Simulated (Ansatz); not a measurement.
MoS₂:
```xyz
6
Lattice="3.1771 0.0000 0.0000 -1.5886 2.7515 0.0000 0.0000 0.0000 12.5808" Properties=species:S:1:pos:R:3 pbc="T T T"
Mo     0.0000     0.0000     3.1452
Mo     0.0000     0.0000     9.4356
S      0.0000     1.8343     4.6970
S      1.5886     0.9172     7.8838
S      1.5886     0.9172    10.9875
S      0.0000     1.8343     1.5934
```

Relaxed with r²SCAN+D4. Independent-particle spectrum: no excitons, no local fields, no scissors shift; 0.1 eV broadening; ε₁ of the summed bands alone.

Q: Tabulate the dielectric function from plane-wave PAW r²SCAN+D4 (Ansatz code).

A: 

| E (eV) | ε₁ xx | ε₂ xx | ε₁ zz | ε₂ zz |
|---|---|---|---|---|
| 0.0 | 14.69 | 0.00 | 8.51 | 0.00 |
| 0.5 | 15.01 | 0.00 | 8.58 | 0.00 |
| 1.0 | 16.18 | 0.00 | 8.80 | 0.00 |
| 1.5 | 19.36 | 0.00 | 9.24 | 0.00 |
| 2.0 | 21.30 | 7.64 | 10.10 | 0.01 |
| 2.5 | 30.05 | 13.39 | 13.33 | 0.95 |
| 3.0 | 7.04 | 31.34 | 10.04 | 3.42 |
| 3.5 | 0.36 | 12.44 | 9.64 | 4.54 |
| 4.0 | 6.33 | 11.25 | 12.12 | 3.57 |
| 4.5 | 3.70 | 13.55 | 11.91 | 4.89 |
| 5.0 | -1.11 | 11.78 | 17.92 | 13.73 |
| 5.5 | -2.44 | 10.18 | 7.63 | 18.71 |
| 6.0 | -1.72 | 9.01 | -0.74 | 20.29 |
| 6.5 | -2.86 | 7.22 | -4.32 | 8.98 |
| 7.0 | -3.39 | 5.74 | -1.81 | 4.95 |
| 7.5 | -2.48 | 3.44 | 0.23 | 4.18 |
| 8.0 | -1.50 | 3.76 | 2.02 | 4.66 |
| 8.5 | -1.64 | 2.03 | 3.86 | 5.22 |
| 9.0 | -0.18 | 1.37 | 0.81 | 6.30 |
| 9.5 | 2.11 | 1.65 | 1.62 | 7.22 |
| 10.0 | 2.27 | 3.44 | -0.13 | 6.93 |
| 10.5 | 2.00 | 4.91 | -1.39 | 7.18 |
| 11.0 | -0.23 | 4.94 | -1.90 | 5.04 |
| 11.5 | 0.18 | 4.15 | -2.07 | 4.75 |
| 12.0 | -0.20 | 4.95 | -1.69 | 4.21 |

Q: From ε at 2.0 eV (xx: 21.30 + 7.64i), find n, k, the normal reflectivity and the absorption coefficient.

A: n = 4.69, k = 0.815, R = 43 %, α = 2kE/ħc = 170000 cm⁻¹.

With all bands, ε∞ without local fields is 14.7 (xx = yy), 8.58 (zz). DFPT, with local fields, gives 14.6 (xx = yy), 5.48 (zz).

Space group P6_3/mmc. The workflow started from a Materials Project entry (that database holds measured and hypothetical structures alike). Its sites differ from those of the usual phase in this space group: another stacking or structure type. The cell was relaxed with r²SCAN+D4 under the symmetry of its start; phonons on a q-mesh show no instability. The run is not spin-polarised. Spin–orbit coupling is left out wherever it is not named.

Potentials: the earlier of the program's two PAW sets.
